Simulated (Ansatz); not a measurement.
The relaxed structure here is a generated cell of Rh: the first start was made by placing the elements on the sites of a structure type, and the end was not matched to a known phase here, so it may be hypothetical. Known forms of Rh include space group No. 225.

A relaxed structure of Rh. Level of theory: PBEsol (plane waves to 420 eV, PAW, scalar-relativistic; Ansatz, a first-principles code).

```
CELL_PARAMETERS angstrom
      2.49919     0.00000     0.00000
      0.00000     2.49919     0.00000
      0.00000     0.00000     2.49919
ATOMIC_POSITIONS crystal
  Rh 0.50000 0.50000 0.50000
```

**Question.** Find the space group and the Wyckoff positions (tolerance 0.01 Å).

**Answer.** Space group Pm-3m (No. 221); a = b = c = 2.499 Å, α = β = γ = 90.00°

```
atom  site  symmetry       x       y       z
----  ----  --------  ------  ------  ------
Rh      1b      m-3m  0.5000  0.5000  0.5000
```

This is the AFLOW prototype A_cP1_221_a (A_h).

**Question.** Give the shortest distances between elements (the closest pairs, up to four, under 3.6 Å).

**Answer.** Rh–Rh 2.50 Å.

```yaml
volume_per_atom: 15.61 Å³
band_gap: zero (metallic)
```

No spin polarisation in the result.

The run could not lower the symmetry of its start; a shaken copy of this end point relaxes with PBEsol to Fm-3m (No. 225), 0.89 eV/atom lower.
